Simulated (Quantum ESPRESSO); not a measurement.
Band energies of LiBr at -1.5 % isotropic strain

```xyz
4
Lattice="4.0727 0.0000 0.0000 -2.0363 3.5270 0.0000 0.0000 0.0000 6.5156" Properties=species:S:1:pos:R:3 pbc="T T T"
Li     2.0363     1.1757     5.7210
Li     0.0000     2.3514     2.4632
Br     2.0363     1.1757     3.2379
Br     0.0000     2.3514     6.4957
```

PBEsol (Quantum ESPRESSO, PseudoDojo norm-conserving, 74 Ry, no spin-orbit coupling); path ΓMKΓALHA,LM,KH; energies in eV from the valence-band maximum.

| k (1/Å) | point | band 6 | band 7 | band 8 | band 9 | band 10 | band 11 | band 12 | band 13 |
|---|---|---|---|---|---|---|---|---|---|
| 0.00 | Γ | -0.49 | -0.49 | -0.09 | -0.09 | 0.00 | 4.94 | 6.91 | 8.57 |
| 0.45 |  | -1.41 | -1.03 | -0.84 | -0.25 | -0.24 | 6.15 | 7.55 | 8.20 |
| 0.89 | M | -1.70 | -1.42 | -1.12 | -0.74 | -0.43 | 6.72 | 6.74 | 7.82 |
| 1.02 |  | -1.67 | -1.41 | -1.16 | -0.76 | -0.52 | 6.76 | 6.95 | 7.80 |
| 1.41 | K | -1.49 | -1.49 | -1.18 | -1.03 | -1.03 | 6.46 | 8.66 | 9.08 |
| 1.61 |  | -1.68 | -1.34 | -1.26 | -0.94 | -0.75 | 6.68 | 8.02 | 8.57 |
| 2.12 |  | -0.94 | -0.86 | -0.51 | -0.22 | -0.11 | 5.68 | 7.58 | 8.42 |
| 2.43 | Γ | -0.49 | -0.49 | -0.09 | -0.09 | 0.00 | 4.94 | 6.91 | 8.57 |
| 2.55 |  | -0.48 | -0.48 | -0.13 | -0.11 | -0.11 | 5.08 | 6.88 | 8.57 |
| 2.92 | A | -1.40 | -0.30 | -0.30 | -0.30 | -0.30 | 6.30 | 6.30 | 8.81 |
| 3.11 |  | -1.43 | -0.46 | -0.46 | -0.36 | -0.36 | 6.49 | 6.49 | 8.51 |
| 3.61 |  | -2.08 | -0.75 | -0.75 | -0.74 | -0.74 | 6.29 | 6.29 | 8.59 |
| 3.81 | L | -2.22 | -0.80 | -0.80 | -0.72 | -0.72 | 6.19 | 6.19 | 8.54 |
| 4.11 |  | -2.05 | -1.35 | -1.35 | -0.54 | -0.54 | 6.88 | 6.88 | 8.47 |
| 4.32 | H | -1.85 | -1.70 | -1.70 | -0.51 | -0.51 | 7.42 | 7.42 | 7.91 |
| 4.51 |  | -1.97 | -1.44 | -1.44 | -0.53 | -0.53 | 7.09 | 7.09 | 8.30 |
| 4.98 |  | -1.55 | -0.70 | -0.70 | -0.51 | -0.51 | 6.71 | 6.71 | 8.36 |
| 5.35 | A | -1.40 | -0.30 | -0.30 | -0.30 | -0.30 | 6.30 | 6.30 | 8.81 |
| 5.35 | L | -2.22 | -0.80 | -0.80 | -0.72 | -0.72 | 6.19 | 6.19 | 8.54 |
| 5.83 | M | -1.70 | -1.42 | -1.12 | -0.74 | -0.43 | 6.72 | 6.74 | 7.82 |
| 5.83 | K | -1.49 | -1.49 | -1.18 | -1.03 | -1.03 | 6.46 | 8.66 | 9.08 |
| 6.31 | H | -1.85 | -1.70 | -1.70 | -0.51 | -0.51 | 7.42 | 7.42 | 7.91 |

The PBEsol gap is direct, 4.94 eV at Γ.

Spin-orbit splittings are left out.

Geometry strained from the cell relaxed with PBEsol, atoms relaxed again.

This is not the ordinary phase of the substance; no match was found in the copy of COD used, and its stability was not checked.
